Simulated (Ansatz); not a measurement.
The start is a relaxed Si2W cell displaced along its unstable phonon at q = (½, 0, 0) of its primitive reciprocal cell (35i cm⁻¹), largest move 0.15 Å. The structure is fully relaxed (lattice and positions, P = 0) with r2SCAN (plane waves to 500 eV, PAW, scalar-relativistic; Ansatz, a first-principles code). The first steps use a coarse 9×9×12 k-mesh.

The start:
```
CELL_PARAMETERS angstrom
      8.68761     0.00000     0.00000
     -2.17190     3.76184     0.00000
      0.00000     0.00000     2.61952
ATOMIC_POSITIONS crystal
  W  0.99152 0.99152 0.89462
  W  0.50848 0.00848 0.89462
  Si 0.32901 0.32901 0.65794
  Si 0.83766 0.33766 0.54614
  Si 0.17099 0.67099 0.65794
  Si 0.66234 0.66234 0.54614
```

```json
{
 "largest_initial_force": "0.09 eV/Å, on W1, W2 (atoms numbered as listed)",
 "energy_released": "0.03 eV/atom",
 "volume_change": "-0.5 %, from 14.27 to 14.20 Å³/atom",
 "relative_to_the_parent": "It does not go back: it reaches Pmma (No. 51), 0.03 eV/atom below the parent",
 "Shortest distances (start → end)": "The closest pairs of elements (up to four, under 3.6 Å), start → end: Si–Si 2.48 → 2.46 Å; Si–W 2.61 → 2.59 Å; W–W 2.62 → 2.65 Å",
 "band_gap_at_the_end": "no gap (metallic)",
 "optimiser_moves": "13"
}
```

Final values are on a 11×17×7 k-mesh of the relaxed cell. No spin polarisation in the result.

The run could not lose the symmetry of its start: the end is stationary, and may be a saddle point rather than a minimum.

The relaxed structure here is a generated cell of Si2W: the first start was made by placing the elements on the sites of a structure type, and the end was not matched to a known phase here, so it may be hypothetical. Known forms of Si2W include space group No. 139.
